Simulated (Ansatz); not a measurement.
The relaxed structure here is a generated cell of Ta: the first start was made by placing the elements on the sites of a structure type, and the end was not matched to a known phase here, so it may be hypothetical. Known forms of Ta include space group No. 229.

One stationary structure of Ta. Level of theory: PBE (plane waves to 420 eV, PAW, scalar-relativistic; Ansatz, a program for electronic structure).

```cif
data_Ta
_chemical_formula_sum 'Ta1'
_space_group_name_H-M_alt 'P 1'
_space_group_IT_number 1
_cell_length_a 2.88904
_cell_length_b 2.88904
_cell_length_c 2.73268
_cell_angle_alpha 90.000
_cell_angle_beta 90.000
_cell_angle_gamma 120.000
loop_
_space_group_symop_operation_xyz
  'x, y, z'
loop_
_atom_site_label
_atom_site_type_symbol
_atom_site_fract_x
_atom_site_fract_y
_atom_site_fract_z
_atom_site_occupancy
Ta1 Ta 0.00000 0.00000 0.00000 1
```

### Question
Determine the symmetry and give the standard cell with its independent sites.

### Answer
Space group P6/mmm (No. 191); a = b = 2.8890 Å, c = 2.7327 Å, α = β = 90.00°, γ = 120.00°

```
atom  site  symmetry       x       y       z
----  ----  --------  ------  ------  ------
Ta      1a     6/mmm  0.0000  0.0000  0.0000
```

This is the AFLOW prototype A_hP1_191_a (A_f, as in Sn).

### Question
Give the shortest distances between elements (the closest pairs, up to four, under 3.6 Å).

### Answer
Ta–Ta 2.73 Å.

```json
{
 "volume_per_atom": "19.75 Å³",
 "band_gap": "zero (metallic)"
}
```

No spin polarisation in the result.

The run could not lose the symmetry of its start, so the end can be a saddle point.
